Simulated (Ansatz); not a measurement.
Relaxed-ion elastic tensor of Sn (hcp (Mg type), P6_3/mmc) in GPa (Voigt order), r²SCAN (plane waves, PAW; program Ansatz); density 7.30 g/cm³, 26.99 Å³ per atom.

```csv
,1,2,3,4,5,6
1,75.6,52.3,36.8,0.0,0.0,0.0
2,52.3,75.6,36.8,0.0,0.0,0.0
3,36.8,36.8,66.7,0.0,0.0,0.0
4,0.0,0.0,0.0,8.9,0.0,0.0
5,0.0,0.0,0.0,0.0,8.9,0.0
6,0.0,0.0,0.0,0.0,0.0,11.7
```

### Question
Is the crystal mechanically stable?

### Answer
Yes: the smallest eigenvalue of C is 8.9 GPa.

### Question
Work out the Voigt, Reuss and Hill averages.

### Answer
K_V = 52.2, K_R = 51.0, K_H = 51.6; G_V = 12.0, G_R = 11.1, G_H = 11.6 GPa.

### Question
Give Young's modulus, Poisson's ratio, Pugh's ratio and the universal anisotropy index.

### Answer
E = 9KG/(3K + G) = 32.3 GPa; ν = 0.40; K/G = 4.46 (ductile by the Pugh limit of 1.75); A_U = 5G_V/G_R + K_V/K_R − 6 = 0.43.

### Question
Estimate the sound speeds and the Debye temperature.

### Answer
v_l = √((K + 4G/3)/ρ) = 3030 m/s, v_t = √(G/ρ) = 1260 m/s, mean 1420 m/s; Θ = (h/k)(3n/4πV)^(1/3) v_m = 141 K.

### Question
Solve the Christoffel equation for the three sound speeds along x, y, z.

### Answer
Eigenvalues of C_ijkl n_j n_l equal ρv². In km/s, slowest first: x 1.10, 1.26, 3.22; y 1.10, 1.26, 3.22; z 1.10, 1.10, 3.02.

### Question
How much does each axis shrink under pressure?

### Answer
Linear compressibilities β_i = Σ_j S_ij (j = 1 to 3): x 5.1, y 5.1, z 9.3 per TPa.

A made-up cell: these elements were put on the sites of a structure type; neither database checked (COD, Materials Project) lists it. It is not the phase usual at ambient conditions (space group No. 141). The cell keeps a stress of up to 0.2 GPa. The cell was relaxed with r²SCAN under the symmetry of its start; of distortions, only those at the zone centre were tested, and some modes there are weakly imaginary. As this level gives no gap, shear constants depend on the k-mesh and smearing (Fermi–Dirac, 0.1 eV here). On the denser mesh and wider smearing of the elastic run this cell carries a stress of 0.6 GPa. Scalar-relativistic: spin–orbit coupling is off unless named, which matters more the heavier the elements.

Potentials: the later of the program's two PAW sets.
